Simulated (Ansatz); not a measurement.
CuAu:
Space group P4/mmm (No. 123); a = 2.877 Å, b = 2.877 Å, c = 3.624 Å, α = 90.00°, β = 90.00°, γ = 90.00°

| atom | site | symmetry | x | y | z |
|---|---|---|---|---|---|
| Cu | 1d | 4/mmm | 0.5000 | 0.5000 | 0.5000 |
| Au | 1a | 4/mmm | 0.0000 | 0.0000 | 0.0000 |

Relaxed at zero pressure with plane-wave PAW PBE (Ansatz code).

Question: The volume is lowered by 6 % and shape and atoms relax at that volume. What pressure results, and how do the axes share the change?

Answer: 10.3 GPa; a -1.8 %, b -1.8 %, c -2.6 %; the energy rises by 27 meV/atom.

Question: Give the new structure.

Answer: 
Space group P4/mmm (No. 123); a = b = 2.8264 Å, c = 3.5305 Å, α = β = γ = 90.00°

```csv
atom,site,symmetry,x,y,z
Cu,1d,4/mmm,0.5000,0.5000,0.5000
Au,1a,4/mmm,0.0000,0.0000,0.0000
```

The phase is kept; no other phase was compared at this pressure.

Symmetry was held in the PBE relaxation. The run is not spin-polarised. Axis ratios of metals converge slowly with the k-mesh, so a and c are less sure than the volume. Spin–orbit coupling is left out wherever it is not named.

Potentials: the later of the program's two PAW sets.
